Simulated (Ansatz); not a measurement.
An Ansatz (a quantum-chemistry and plane-wave program) input:

Ansatz 0.2 input:
```yaml
crystal:
  lattice:
    - [3.9088489068, 0.0, 0.0]
    - [0.0, 3.9088489068, 0.0]
    - [0.0, 0.0, 5.5248578067]
  atoms:
    - { symbol: Zn, position: [0.5, 0.0, 0.7629294484] }
    - { symbol: Zn, position: [0.0, 0.5, 0.2370705516] }
    - { symbol: Se, position: [0.0, 0.0, 0.5] }
    - { symbol: S, position: [0.5, 0.5, 0.0] }
kpoints:
  mp_grid: { grid: [6, 6, 4] }
  band_path:
    path:
      - [[0.0, 0.0, 0.0], [0.0, 0.5, 0.0], [0.5, 0.5, 0.0], [0.0, 0.0, 0.0], [0.0, 0.0, 0.5], [0.0, 0.5, 0.5], [0.5, 0.5, 0.5], [0.0, 0.0, 0.5]]  # Γ-X-M-Γ-Z-R-A-Z
      - [[0.0, 0.5, 0.0], [0.0, 0.5, 0.5]]  # X-R
      - [[0.5, 0.5, 0.0], [0.5, 0.5, 0.5]]  # M-A
      - [VBM, CBM]
    npoints: 8
hamiltonian:
  xc: r2scan
  pseudopotentials: { kind: paw }
magnetization: { noncollinear: true, spin_orbit: true }
scf:
  n_extra_bands: 12
  convergence: { dr2_threshold: 0.0000000001 }
  occupations: { method: gaussian, width: 0.01 }
checkpoint: { write: soc.run }
output: { eigenvalues: true }
```

Question: How many symmetry operations and irreducible k-points will the run report?

Answer: 8 operations, 30 of 144 k-points.

Question: With a cutoff of 500 eV, how many plane waves at Γ?

Answer: 2157.

It took very roughly 5 core-minutes on shared server cores.

Space group P-4m2. The first step of the workflow began from a Materials Project structure, measured or hypothetical; the Crystallography Open Database copy checked does not list it. Its standing as an ambient phase is unchecked. The cell was relaxed with r²SCAN under the symmetry of its start; its stability against distortions is not shown here.

Potentials: the later of the program's two PAW sets.

Ansatz is a plane-wave DFT program.
